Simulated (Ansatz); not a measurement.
NaCl (rock salt, Fm-3m), plane-wave PAW PBE (Ansatz code). The conduction-band minimum lies at Γ, with 1 equivalent valley. Second derivatives d²E/dk² of the lowest band at one valley (eV·Å²), along Cartesian directions:

```tsv
direction	d²E/dk²
[100]	18.94
[010]	18.94
[001]	18.94
[110]	18.93
[101]	18.93
[011]	18.93
```

Q: Find the principal effective masses, the density-of-states mass and the conductivity mass.

A: Off-diagonal terms follow from H_xy = H[110] − (H_xx + H_yy)/2, and m*/mₑ = 7.620 eV·Å² over each eigenvalue: 0.40, 0.40, 0.40. One valley's DOS mass (m₁m₂m₃)^(1/3) = 0.40, conductivity mass 3/(Σ 1/mᵢ) = 0.40 mₑ.

Q: What effective density of states Nc follows at 300 K for parabolic valleys?

A: Nc = 2.509e19 × 1 × (0.40)^(3/2) ≈ 6.3e18 cm⁻³.

The PBE relaxation kept the symmetry of its start.

Potentials: the later of the program's two PAW sets.

Edges and masses are those of Kohn–Sham bands, whose gap is no quasiparticle gap.
